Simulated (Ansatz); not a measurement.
SnSe (zincblende type), DFT, r2SCAN, PAW with Ansatz's default frozen-core files, scalar-relativistic (Ansatz 0.2.0), on 1 thread of Intel(R) Xeon(R) Processor @ 2.50GHz (Skylake/Cascade Lake) (shared host).

Command: `ansatz run input.yaml --threads 1 --pin off --max-ram 2048MiB --backend cpu --events-out ev --progress --plain --runs-dir out`

```yaml
crystal:
  lattice:
    - [0.0, 3.359928392, 3.359928392]
    - [3.359928392, 0.0, 3.359928392]
    - [3.359928392, 3.359928392, 0.0]
  atoms:
    - { symbol: Sn, position: [0.0, 0.0, 0.0] }
    - { symbol: Se, position: [0.25, 0.25, 0.25] }
kpoints:
  mp_grid: { grid: [12, 12, 12] }
  band_path:
    path:
      - [0.0, 0.0, 0.0]
      - [-0.5, -0.5, 0.0]
      - [-0.375, -0.375, 0.25]
      - [-0.375, 0.0, 0.375]
      - [0.0, 0.0, 0.0]
      - [0.0, 0.0, 0.5]
      - [-0.5, -0.25, 0.25]
      - [-0.5, -0.5, 0.0]
    npoints: 8
scf:
  occupations: { method: fermi_dirac, width: 0.1 }
hamiltonian:
  xc: r2scan
  pseudopotentials: { kind: paw }
output:
  forces: true
  stress: true
  eigenvalues: true
  populations: true
  dos: { projected: true, de: 0.2, e_range: [-14, 8] }
```

Q: How large is the problem that the program sets up?

A: 72 irreducible k-points, 1917 plane waves at Γ, 19 bands.

Q: About how long does it take, and how much memory?

A: 56 s of wall time for 7 SCF iterations, with a peak of 0.63 GiB. Times on shared machines scatter by tens of per cent.
